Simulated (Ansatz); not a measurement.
Ca4Pt: a bulk modulus from differences

It was reached by relaxing an invented guess, and it needn't be the stable form of this composition.

The calculation used DFT PBE, scalar-relativistic, plane waves, PAW (Ansatz 0.2.0). Settings of the last relaxation (5-atom cell): 420 eV, 8×8×8 k points, Gaussian smearing of 0.10 eV, no spin polarisation.

```cif
data_structure
_symmetry_space_group_name_H-M 'Pm-3m'
_symmetry_Int_Tables_number 221
_cell_length_a 5.6686
_cell_length_b 5.6686
_cell_length_c 5.6686
_cell_angle_alpha 90.000
_cell_angle_beta 90.000
_cell_angle_gamma 90.000
_cell_volume 182.15
loop_
_atom_site_label
_atom_site_type_symbol
_atom_site_symmetry_multiplicity
_atom_site_Wyckoff_symbol
_atom_site_fract_x
_atom_site_fract_y
_atom_site_fract_z
_atom_site_occupancy
Ca1 Ca 3 c 0.00000 0.50000 0.50000 1
Ca2 Ca 1 a 0.00000 0.00000 0.00000 1
Pt1 Pt 1 b 0.50000 0.50000 0.50000 1
```

The cell was set to several volumes, with shape and atoms relaxed at each where symmetry leaves them free. Pressure is positive in compression, and energies count from the lowest row. No row has a gap on its mesh.

```csv
row,V (Å³/atom),P (GPa),ΔE (meV/atom)
1,32.058,4.81,59.3
2,33.150,3.33,31.7
3,34.243,?,?
4,35.336,0.97,3.3
5,36.429,0.02,0.0
6,37.522,-0.79,2.7
7,38.615,-1.49,10.6
8,40.072,-2.28,27.9
```

**Question.** Find B = −V·ΔP/ΔV from rows 4 and 6 and from rows 1 and 2, and from the two its slope B′ and its value B0 at zero pressure.

**Answer.** Rows 4 and 6 give −(35.336 + 37.522)/2 × (-0.79 − (0.97))/(37.522 − 35.336) = 29.3 GPa at a mean pressure of 0.09 GPa. Rows 1 and 2 give −(32.058 + 33.150)/2 × (3.33 − (4.81))/(33.150 − 32.058) = 44.2 GPa at a mean pressure of 4.07 GPa. So B′ = (44.2 − 29.3)/(4.07 − (0.09)) = 3.74 and B0 = 29.3 − 3.74 × (0.09) = 29.0 GPa. A third-order Birch–Murnaghan fit to all the energies gives B0 = 29.1 GPa and B′ = 3.9.

**Question.** Estimate the pressure and energy of row 3.

**Answer.** From row 5, V0 = 36.429 × (1 + (0.02)/29.0) = 36.454 Å³/atom. Murnaghan's form P = (B0/B′)·[(V0/V)^B′ − 1] gives (29.0/3.74) × [(36.454/34.243)^3.74 − 1] = 2.04 GPa; the computed pressure is 2.06 GPa, so the estimate is off by -0.02 GPa. The work of compression from row 4, with the mean of the two pressures, gives ΔE = 3.3 + (2.04 + 0.97)/2 × (35.336 − 34.243)/160.2 × 1000 = 13.6 meV/atom (1 eV/Å³ = 160.2 GPa); the computed value is 13.5 meV/atom.

These runs have no spin–orbit coupling, which can matter for Pt. All volumes keep the k mesh of the relaxed cell. Symmetry constrained the relaxation, so the result can be a saddle point.
